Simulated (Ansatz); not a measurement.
Sn:
```
Sn
1.0
    6.90956     0.00000     0.00000
    0.00000     6.90956     0.00000
    0.00000     0.00000     7.91917
Sn
12
Direct
  0.09680   0.09680   0.00000
  0.40320   0.59680   0.75000
  0.90320   0.90320   0.50000
  0.59680   0.40320   0.25000
  0.17752   0.36267   0.27965
  0.13733   0.67752   0.02965
  0.82248   0.63733   0.77965
  0.86267   0.32248   0.52965
  0.67752   0.13733   0.97035
  0.63733   0.82248   0.22035
  0.32248   0.86267   0.47035
  0.36267   0.17752   0.72035
```

Relaxed with PBE. Special points in fractions of this cell's reciprocal vectors: Γ (0.000, 0.000, 0.000); X (0.000, 0.500, 0.000); M (0.500, 0.500, 0.000); Z (0.000, 0.000, 0.500); R (0.000, 0.500, 0.500); A (0.500, 0.500, 0.500).

Q: List the band energies nearest the Fermi level at these points for PBE (plane waves, PAW; program Ansatz).

A: In eV from the Fermi level; about four levels below and three above (degenerate sets whole), none deeper than 8.9 eV; points with the same levels are listed once.

```csv
k,below,above
Γ,-1.02 -1.02 -0.98 -0.21,0.98 1.25 1.25
X,-0.44 -0.44 -0.14 -0.14,0.52 0.52 1.40 1.40
M,-0.15 -0.15 -0.13 -0.13,0.37 0.37 0.91 0.91
Z,-1.03 -1.03 -0.60 -0.60,0.44 0.44 0.88 0.88
R,-0.41 -0.41 0.00 0.00,0.75 0.75 1.85 1.85
A,-0.84 -0.84 -0.84 -0.84,0.72 0.72 0.72 0.72
```

Space group P4_32_12. The start of the workflow was typed in or built on a structure type; neither database checked (COD, Materials Project) lists it. It is not the phase usual at ambient conditions (space group No. 141). Symmetry was held in the PBE relaxation; its stability against distortions is not shown here. The Fermi level of a semimetal is unsure by some 0.05 eV on such meshes. Scalar-relativistic: spin–orbit coupling is off unless named, which matters more the heavier the elements.

Potentials: the earlier of the program's two PAW sets.
